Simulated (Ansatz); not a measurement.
**Structures of SnC2: which is lowest?**

Plane-wave DFT in Ansatz with scalar-relativistic PAW potentials, cutoff 420 eV, Γ-centred meshes chosen by cell and gap, Gaussian smearing with energies taken to zero width. Every cell was relaxed (cell and atoms) in a run of its own, within the symmetry of its start. Functional: PBEsol.

Relaxed structures (starts from databases or built by putting these elements on another compound's sites):
A. I4/mmm, 3 atoms in the computed cell, a = 3.985 Å, c = 6.522 Å; sites (symmetry × multiplicity) Sn 4/mmm × 2, C 4mm × 4; start: built
B. Immm, 3 atoms in the computed cell, a = 3.385 Å, b = 4.294 Å, c = 5.725 Å; sites (symmetry × multiplicity) Sn mmm × 2, C m2m × 4; start: built

Problem. Rank them by energy. Could pressure change the order?

Solution.
| structure | group | E − E(lowest) (meV/atom) | V (Å³/atom) | gap on mesh (eV) |
| --- | --- | --- | --- | --- |
| B | Immm | 0.0 | 13.87 | 0.00 |
| A | I4/mmm | 245 | 17.26 | 0.41 |

B is lowest, 245 meV/atom under A. The lowest is also the densest of these, so pressure wouldn't bring one of the others in at first order. Other structures may lie lower than all of these, and vibrations aren't counted.